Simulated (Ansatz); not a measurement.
# LiTl6C2O6F2, one structure, two calculations

Cell: a computed structure from the Materials Project (it need not be an observed phase), atoms as given.

```xyz
17
Lattice="6.0894 0.0000 0.0000 0.2215 7.6066 0.0000 0.4294 2.5231 7.6204" Properties=species:S:1:pos:R:3 pbc="T T T"
Li    5.0396    6.0959    4.2562
Tl    1.9531    7.4947    4.2349
Tl    4.6644    6.8476    1.0286
Tl    4.9017    2.9693    3.2722
Tl    1.9538    3.4646    5.7811
Tl    1.7087    4.7491    1.5630
Tl    5.0674    5.2142    7.2531
C     1.9405    1.6328    1.5738
C     4.8800    8.5274    5.6263
O     2.1559    2.2650    0.4395
O     2.1511    7.9437    1.6122
O     1.7422    2.3356    2.6557
O     4.7389    7.7755    6.6764
O     4.6186    2.2165    5.7547
O     5.0608    7.9934    4.4479
F     0.5242    5.2087    4.0678
F     3.6885    5.0791    4.9109
```

Atoms are numbered from 1 in the order listed; like atoms form one site, named after its first atom.

First run. All values are calculated (Ansatz; DFT, PBE, plane waves and PAW, scalar-relativistic, 420 eV cutoff, Γ-centred 6×5×5 k-points, Fermi–Dirac smearing 0.05 eV), not measured.

| site | atom | V_zz (10²¹ V/m²) | η |
| --- | --- | --- | --- |
| Li | 1 | 0.39 | 0.14 |
| Tl2 | 2 | -10.89 | 0.62 |
| Tl3 | 3 | -18.13 | 0.63 |
| Tl6 | 6 | -19.46 | 1.00 |
| Tl7 | 7 | -11.09 | 0.81 |
| C8 | 8 | 2.31 | 0.16 |
| C9 | 9 | 2.38 | 0.07 |
| O10 | 10 | 11.19 | 0.84 |
| O11 | 11 | 10.74 | 0.92 |
| O12 | 12 | 10.79 | 0.86 |
| O13 | 13 | 10.84 | 0.69 |
| O14 | 14 | 10.56 | 0.77 |
| O15 | 15 | 11.79 | 0.93 |
| F17 | 17 | -2.17 | 0.68 |

Second run. The same atoms and settings, except that the cutoff is 350 eV.

Question: Given the first result, estimate the second.

Answer: 

```csv
site,atom,V_zz,η,change of V_zz
Li,1,0.39,0.16,0.00
Tl2,2,-10.89,0.62,0.00
Tl3,3,-18.14,0.63,-0.01
Tl6,6,-19.46,1.00,0.00
Tl7,7,-11.10,0.81,-0.01
C8,8,2.26,0.15,-0.05
C9,9,2.32,0.07,-0.06
O10,10,11.04,0.84,-0.15
O11,11,10.61,0.92,-0.13
O12,12,10.66,0.86,-0.13
O13,13,10.71,0.69,-0.13
O14,14,10.43,0.77,-0.13
O15,15,11.64,0.92,-0.15
F17,17,-2.12,0.67,+0.05
```

The largest change of V_zz is on O15, from 11.79 to 11.64. In per cent, |V_zz| changes by 0 on Tl, -3 to -2 on C, -1 on O, -2 on F (all sites that start above 2). The table leaves out 3 of the 17 sites, with |V_zz| up to 19.54; their tensors move by 0.02 at most along any direction. The statements above cover all sites.

With no gap above 0.1 eV, as in a metal, the gradients converge slowly in k; expect changes of a tenth or more on a denser mesh. Spin–orbit coupling is left out, which shifts gradients on Tl by a few per cent in wide-gap crystals, and can shift them far more where the calculated gap is small or absent, as here. With these PAW files V_zz is typically within 2 to 3 % of all-electron values, but misses above 10 % occur on Li.
For the first run: The largest force is 0.3 eV/Å, so the atoms aren't at the calculated equilibrium and relaxing them would move these values.
